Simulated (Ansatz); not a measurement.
**Sr2Ce in Ansatz, settings compared**

Run with:

```bash
ansatz run input.yaml --threads 1 --pin off --max-ram 2560MiB --backend cpu --events-out ev --progress --plain --runs-dir out
```

Input:

```yaml
crystal:
  lattice:
    - [-2.678395, 4.250611, 4.485753]
    - [5.356789, 0.0, 0.0]
    - [2.678395, 4.250611, -4.485753]
  atoms:
    - { symbol: Ce, position: [0.3, 0.05, 0.2] }
    - { symbol: Ce, position: [0.7, 0.95, 0.8] }
    - { symbol: Sr, position: [0.89, 0.335, 0.22] }
    - { symbol: Sr, position: [0.28, 0.335, 0.61] }
    - { symbol: Sr, position: [0.11, 0.665, 0.78] }
    - { symbol: Sr, position: [0.72, 0.665, 0.39] }
  symmetry: { tolerance: 0.0003 }
kpoints:
  mp_grid: { grid: [4, 4, 4], shift: [0, 0, 0] }
magnetization:
  spin_polarized: false
scf:
  occupations: { method: cold, width: 0.0513 }
hamiltonian:
  pseudopotentials: { kind: paw }
  xc: pbe
basis:
  ecutwfc: 420
output:
  forces: true
  stress: true
  eigenvalues: true
```

Origin of the cell: a known structure type with other elements, at an estimated volume, so it need not be a known compound.

Output of this run (shortened):

```
SCF iter   1: F=—  HF=-27335.169057 eV  Δρ=1.39e-1  dr2=4.73e1  defer=29
SCF iter   2: F=—  HF=-27323.114881 eV  S|Δr|=    0.00e0  Δρ=1.17e-1  dr2=3.28e1  defer=163
SCF iter   3: F=—  HF=-27325.580910 eV  S|Δr|=    0.00e0  Δρ=9.36e-2  dr2=2.12e1  defer=68
SCF iter   4: F=—  HF=-27322.405950 eV  S|Δr|=    0.00e0  Δρ=4.30e-2  dr2=4.06e0  defer=70
SCF iter   5: F=—  HF=-27328.390129 eV  S|Δr|=    0.00e0  Δρ=3.61e-1  dr2=3.15e2  defer=109  recentre
[… 9 lines left out …]
SCF iter  15: F=—  HF=-27322.343408 eV  S|Δr|=    0.00e0  Δρ=7.04e-4  dr2=1.09e-3  defer=35
SCF iter  16: F=—  HF=-27322.343412 eV  S|Δr|=    0.00e0  Δρ=2.78e-4  dr2=1.94e-4  defer=35
SCF iter  17: F=—  HF=-27322.343402 eV  S|Δr|=    0.00e0  Δρ=6.33e-5  dr2=8.60e-6  defer=35
SCF iter  18: F=—  HF=-27322.343423 eV  S|Δr|=    0.00e0  Δρ=2.83e-5  dr2=1.78e-6  defer=35
SCF iter  19: F=-27322.343423 eV  HF=-27322.343423 eV  S|Δr|=    0.00e0  Δρ=5.74e-6  dr2=8.10e-8
SCF 1 converged in 19 iterations: F = -27322.343423 eV  dr2 = 8.10e-8
SCF converged after 19 iterations
Stability not checked: this state was not tested for a lower state beside it, because cold or Methfessel-Paxton smearing, or corrected tetrahedra, fill the levels in a way that the test cannot read (fill_not_monotonic; […]
Free energy (F): -27322.343423 eV
Harris-Foulkes:  -27322.343423 eV  (|F-HF|=7.27e-8)
Internal energy: -27322.338425 eV  (E = F + TS)
E sigma→0 (E₀):  -27322.341757 eV
Entropy (-TS):   -0.004998 eV (-0.833 meV/atom)
Fermi energy:    10.028661 eV
--- Per-component energies (eV) ---
  E_band       = -429.781491
  E_kinetic    = 1726.028613
  E_local      = -3451.811089  (includes V_loc(G=0)·N_el)
  E_nonlocal   = 732.096946
  E_hartree    = 898.385074
  E_xc         = -1137.569830
  E_vxc        = -1141.469861  (∫ρ·V_xc dr)
  E_paw        = -21737.300755  (= ΣΔE_a)
  E_vpaw       = -91.400680  (= ΣTr[D̂ρ^β])
  E_aug_tail   = -0.000005  (compensation charges beyond the density's cutoff)
  E_ewald      = -4352.167380
  E_smearing   = -0.004998  (= −TS)
  Σ components = -27322.343423   (vs F -27322.343423, Δ=0.00e0)
--- Forces (eV/Å), atoms counted from 1 ---
  atom   1  Ce    -0.000000    -0.000000     0.496106
  atom   2  Ce     0.000000     0.000000    -0.496106
  atom   3  Sr    -0.000000    -0.421743     0.171118
  atom   4  Sr    -0.000000     0.421743     0.171118
  atom   5  Sr     0.000000     0.421743    -0.171118
  atom   6  Sr     0.000000    -0.421743    -0.171118
  max |Σ_I F_I| component: 5.55e-17 eV/Å
--- Stress (GPa, compression-positive) ---
        9.349686      -0.000000       0.000000
       -0.000000       2.879349       0.000000
        0.000000       0.000000       7.964981
  P = ⅓ Tr σ = 6.7313 GPa (67.313 kbar)
```

The same input was run again with these changes:

1. `scf.mixing.algorithm` default → broyden; `scf.mixing.beta` default → 0.7
2. `accuracy` default → high
3. `basis.ecutwfc` 420 → "550 eV"

| run | end | SCF iterations | P (GPa) | max force component (eV/Å) | moment (μB) | ΔE(σ→0) (meV/atom) |
| --- | --- | --- | --- | --- | --- | --- |
| base | converged | 19 | 6.73 | 0.496 | – | 0 |
| 1 | converged | 34 | 6.73 | 0.496 | – | 0.00 |
| 2 | converged | 22 | 6.73 | 0.496 | – | 0.00 |
| 3 | converged | 21 | 6.73 | 0.496 | – | -0.20 |

Energies are compared only where functional, datasets, charge and starting cell are the same.

Caveats of the base run: f shells without a U or exact exchange are poorly placed; no spin polarisation, so a magnetic state may lie lower; no spin-orbit coupling, though heavy elements are present; the k mesh is coarse if the cell is a metal.

Time of the base run: 23 s of wall time on 1 CPU thread(s) of a shared host, from the program's own first density.
